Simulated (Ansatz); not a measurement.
**TaRu (Pm-3m), stationary points along a deformation path**

Computed with Ansatz 0.2.0, DFT PBEsol, scalar-relativistic, plane waves, PAW. Cutoff 420 eV, Γ-centred 16×16×16 k-points, Gaussian smearing of 0.15 eV. Spin–orbit coupling is left out, which can shift energies with elements as heavy as these. No spin polarisation. Energies are free energies at this smearing, counted from the undisturbed cell; pressure is positive in compression.

The starting cell (as given, not relaxed at this level; it stands at -11.0 GPa, and it needn't be the usual structure):

```
Ta Ru
1.0
     3.18700    0.00000    0.00000
     0.00000    3.18700    0.00000
     0.00000    0.00000    3.18700
Ta Ru
1 1
Cartesian
  1.5935 1.5935 1.5935
  0.0000 0.0000 0.0000
```

At fixed volume and fractional coordinates, lengths along (0.000, 0.000, 1.000) are scaled against those across it; ρ is that ratio over its starting value. V = 16.185 Å³/atom. Δσ is the stress along the axis less the mean stress across it (compression positive).

| ρ | ΔE (meV/atom) | Δσ (GPa) | space group |
| --- | --- | --- | --- |
| 0.650 | 845.8 | 66.78 | P4/mmm |
| 0.707 | 540.7 | 46.31 | P4/mmm |
| 0.780 | 247.9 | 40.88 | P4/mmm |
| 0.850 | 63.7 | 21.50 | P4/mmm |
| 0.920 | -4.0 | 4.50 | P4/mmm |
| 0.960 | -6.3 | -2.26 | P4/mmm |
| 1.000 | 0.0 | 0.00 | Pm-3m |
| 1.050 | -13.7 | 6.52 | P4/mmm |
| 1.100 | -30.3 | 2.97 | P4/mmm |
| 1.200 | -6.7 | -11.11 | P4/mmm |
| 1.300 | 72.0 | -15.33 | P4/mmm |
| 1.414 | 156.3 | -15.80 | P4/mmm |
| 1.500 | 226.6 | -19.97 | P4/mmm |

**Question.** How does the stress give the slope of the energy, and where is the energy stationary?

**Answer.** Along the path d ln(length) is 2/3 d ln ρ on the axis and −1/3 d ln ρ across it, so dE/d ln ρ = −(2/3) V Δσ: the energy falls with ρ where Δσ is positive. Δσ vanishes or changes sign between ρ = 0.920 and 0.960, a minimum (near 0.95 by linear interpolation); at ρ = 1.000 (Pm-3m), a maximum at 0.0 meV/atom; between ρ = 1.100 and 1.200, a minimum (near 1.12 by linear interpolation). Pairs of stationary points between two samples would go unseen, and could change a minimum read from distant neighbours into a maximum. At ρ = 1.000 the cell is cubic, where symmetry alone makes the stress isotropic and the slope zero.

**Question.** Which shear constant sets the curvature at ρ = 1?

**Answer.** For a cubic crystal E/V = (2/3) C (ln ρ)² with C = C′ = (C11 − C12)/2, so Δσ = −2C ln ρ. The parabola of Δσ against ln ρ through ρ = 0.960, 1 and 1.050 gives C ≈ -45 GPa with the ions clamped, rough because the steps are large. It is the stress–strain coefficient at this cell's pressure of -11.0 GPa, not the zero-pressure constant. It is negative, so the cubic cell is unstable to this shear.

**Question.** Integrate that slope from ρ = 1 to 1.200 by the trapezoid rule.

**Answer.** With V/N in Å³ and 1 eV/Å³ = 160.2 GPa the slopes at ρ = 1.000, 1.050, 1.100, 1.200 are 0, -439, -200, 748 meV/atom per unit of ln ρ. The steps add (-10.7) + (-14.9) + 23.8 = -1.7 meV/atom, against -6.7 from the energies; the trapezoid rule misses the curvature of the slope within each step.

**Question.** Is the start the lowest point of the path?

**Answer.** No: ρ = 1.100 lies 30.3 meV/atom lower, with no sampled rise above the start on the way. Volume and inner coordinates are held, so a relaxed structure there would lie lower still.

In a metal these slopes depend on the k mesh and the smearing.